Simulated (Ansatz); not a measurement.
# CoSn

**What was measured.** From “Fantastic flat bands and where to find them: The CoSn-type compounds”, 2020, arxiv:2005.14119, for a powder of CoSn at 15 K: lattice constant a 5.26926 ± 0.00006 Å; lattice constant c 4.2431 ± 0.00005 Å.

The results are compared with them further down.

Level of theory: DFT, r²SCAN, scalar-relativistic, collinear spin; plane waves to 500 eV with PAW datasets (Ansatz 0.2.0), Γ-centred 6×6×8 mesh, 0.05 eV Gaussian smearing; PAW files: Ansatz's generated set soft_2.

```xyz
6
Lattice="5.2437 0.0000 0.0000 -2.6219 4.5412 0.0000 0.0000 0.0000 4.1829" Properties=species:S:1:pos:R:3 pbc="T T T"
Co   -1.3109    2.2706    0.0000
Co    1.3109    2.2706    0.0000
Co    2.6219    0.0000    0.0000
Sn    2.6219    1.5137    2.0915
Sn    0.0000    3.0275    2.0915
Sn    0.0000    0.0000    0.0000
```

The chain of runs began from a structure of the Materials Project database, expanded in volume; all values here are this work's own. Such entries can be computed or ordered models and not known phases.

Magnetic state: non-magnetic, site spin moments none.

The cell above was scaled in volume, and shape and atoms were relaxed at each volume within its symmetry. Energies are counted from the cell above.

Cell and atoms are those of this level's equilibrium.

```tsv
V (Å³/atom)	ΔE (meV/atom)	P (GPa)
15.94	12.9	6.5
16.27	3.1	3.0
16.60	0.0	0.0
16.93	2.9	-2.7
17.27	11.0	-5.1
17.76	?	?
```

**Question.** Fill in the withheld row.

**Answer.** ΔE (meV/atom): 31.9, P (GPa): -8.2.

**Question.** What do the points give for the equilibrium volume, the bulk modulus and its pressure derivative (third-order Birch–Murnaghan)?

**Answer.** V0 = 16.60 Å³/atom, B0 = 143 GPa, B0′ = 4.8.

B0·V0 = 143.3 GPa × 16.60 Å³ = 14.85 eV/atom sets the scale: near the minimum ΔE ≈ ½ B0 V0 x², with x = V/V0 − 1, and a pressure of 1.4 GPa squeezes the volume by about 1 %. At the ends of the curve: x = −4.0 % predicts 11.9 meV/atom and the run gives 12.9; x = +7.0 % predicts 36.4 meV/atom and the run gives 31.9. The curve is steeper than the parabola on the compressed side and flatter on the expanded side: the bulk modulus rises with pressure.

**Against experiment.** Measured lattice constant a of CoSn: 5.26926 Å (15 K; powder; “Fantastic flat bands and where to find them: The CoSn-type compounds”, 2020, arxiv:2005.14119). This calculation gives 5.244 Å (-0.5 %). 2 values of this kind are on record (5.26926 to 5.272 Å); this one was drawn at random, those with a stated uncertainty first. Against the measured lattice constant c of CoSn, 4.2431 Å (15 K; powder; “Fantastic flat bands and where to find them: The CoSn-type compounds”, 2020, arxiv:2005.14119), the calculated 4.183 Å is off by -1.4 %. 2 values of this kind are on record (4.2431 to 4.246 Å); this one was drawn at random, those with a stated uncertainty first. The calculation is for a static lattice, without zero-point motion or thermal expansion. The run is a metal.
